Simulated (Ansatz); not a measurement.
**Sc3Al: zone-centre modes**

Computed with DFT r2SCAN, scalar-relativistic, plane waves, PAW in Ansatz 0.2.0. Cutoff 500 eV, Γ-centred 12×12×12 k-points, Gaussian smearing of 0.15 eV. No spin polarisation.

Reference structure (relaxed at this level; it needn't be the usual structure):

```
Sc Al
1.0
     4.42690    0.00000    0.00000
     0.00000    4.42690    0.00000
     0.00000    0.00000    4.42690
Sc Al
3 1
Direct
  0.50000 0.00000 0.50000
  0.00000 0.50000 0.50000
  0.50000 0.50000 0.00000
  0.00000 0.00000 0.00000
```

Harmonic modes by finite displacements of 0.02 Å, without the LO–TO term.

(1) At this geometry, is the structure stable against these modes?

(2) List the wavenumbers in cm⁻¹.

## Answers

(1) Yes: no mode is imaginary beyond 10 cm⁻¹, and only the three translations lie near zero.

(2) 0, 0, 0, 190, 190, 190, 228, 228, 228, 256, 256, 256.

Cost: 1 run of about 4.8 core-minutes, on Arm Neoverse V2 (shared hosts).